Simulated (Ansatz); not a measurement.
Relaxed-ion elastic tensor of CdTe (rock salt, Fm-3m) in GPa (Voigt order), the program Ansatz at the LDA level (PAW); density 7.64 g/cm³, 26.07 Å³ per atom.

```tsv
	1	2	3	4	5	6
1	113	37.0	37.0	0.0	0.0	0.0
2	37.0	113	37.0	0.0	0.0	0.0
3	37.0	37.0	113	0.0	0.0	0.0
4	0.0	0.0	0.0	18.4	0.0	0.0
5	0.0	0.0	0.0	0.0	18.4	0.0
6	0.0	0.0	0.0	0.0	0.0	18.4
```

Q: Is the crystal mechanically stable?

A: Yes: the smallest eigenvalue of C is 18.4 GPa.

Q: Work out the Voigt, Reuss and Hill averages.

A: K_V = 62.4, K_R = 62.4, K_H = 62.4; G_V = 26.4, G_R = 23.3, G_H = 24.8 GPa.

Q: Give Young's modulus, Poisson's ratio, Pugh's ratio and the universal anisotropy index.

A: E = 9KG/(3K + G) = 65.7 GPa; ν = 0.32; K/G = 2.52 (ductile by the Pugh limit of 1.75); A_U = 5G_V/G_R + K_V/K_R − 6 = 0.67.

Q: Estimate the sound speeds and the Debye temperature.

A: v_l = √((K + 4G/3)/ρ) = 3530 m/s, v_t = √(G/ρ) = 1800 m/s, mean 2020 m/s; Θ = (h/k)(3n/4πV)^(1/3) v_m = 203 K.

Q: Give the Zener ratio and Young's modulus along [100], [110] and [111].

A: A = 2C44/(C11 − C12) = 0.48; 1/E = S11 − 2(S11 − S12 − S44/2)Γ with Γ = 0, 1/4, 1/3 gives 95.2, 57.1, 50.4 GPa.

This is a known high-pressure phase of the composition, computed here at zero pressure and temperature. The LDA relaxation kept the symmetry of its start; of distortions, only those at the zone centre were tested. As this level gives no gap, shear constants depend on the k-mesh and smearing (Fermi–Dirac, 0.1 eV here). Scalar-relativistic: spin–orbit coupling is off unless named, which matters more the heavier the elements.

Potentials: the earlier of the program's two PAW sets.
